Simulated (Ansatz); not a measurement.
Relax this structure to zero stress and force, keeping its symmetry:

```cif
data_structure
_symmetry_space_group_name_H-M 'P 1'
_symmetry_Int_Tables_number 1
_cell_length_a 2.8890
_cell_length_b 2.8890
_cell_length_c 2.9011
_cell_angle_alpha 90.000
_cell_angle_beta 90.000
_cell_angle_gamma 90.000
_cell_volume 24.21
loop_
_atom_site_label
_atom_site_type_symbol
_atom_site_fract_x
_atom_site_fract_y
_atom_site_fract_z
_atom_site_occupancy
Al1 Al 0.00000 0.00000 0.00000 1
Ni1 Ni 0.50000 0.50000 0.50000 1
```

These are results of DFT PBEsol, scalar-relativistic, plane waves, PAW (Ansatz), not measurements.

Cutoff 420 eV; k points 16×16×14 on the computed 2-atom cell (Γ-centred); Gaussian smearing, width 0.10 eV; no spin polarisation.

Question: What does it relax to?

Answer: The volume falls by 0.38 Å³/atom to 11.72 Å³/atom, and the energy falls by 6.4 meV/atom. Final structure:
```yaml
crystal:
  lattice:
    - [2.02131, -2.02131, 0.00000]
    - [2.02131, 2.02131, 0.00000]
    - [0.00000, 0.00000, 2.86963]
  atoms:
    - { symbol: Al, position: [0.00000, 0.00000, 0.00000] }
    - { symbol: Ni, position: [0.50000, 0.50000, 0.50000] }
```

Cost: 1 run of about 0.65 core-minutes, on Arm Neoverse V1 (shared hosts).